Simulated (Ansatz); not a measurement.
Take a crystal in which Cs has been replaced by Li on all its sites, with the cell rescaled by a rough guess (in some cases also distorted within its space group) and nothing relaxed:

```
CELL_PARAMETERS angstrom
-2.08581 2.08581 2.08581
2.08581 -2.08581 2.08581
2.08581 2.08581 -2.08581
ATOMIC_POSITIONS crystal
Li 0.00000 0.00000 0.00000
```

Theory: DFT PBEsol, scalar-relativistic, plane waves, PAW (Ansatz 0.2.0).

Cutoff 420 eV; k points 14×14×14 on the computed 1-atom cell (Γ-centred); Gaussian smearing, width 0.10 eV; no spin polarisation.

Task: Will this cell want to expand or contract, and how hard?

Result: The pressure is -3.0 GPa (positive in compression), so the cell would contract.

Task: Is it a metal on this mesh?

Result: Yes, a band crosses the Fermi level.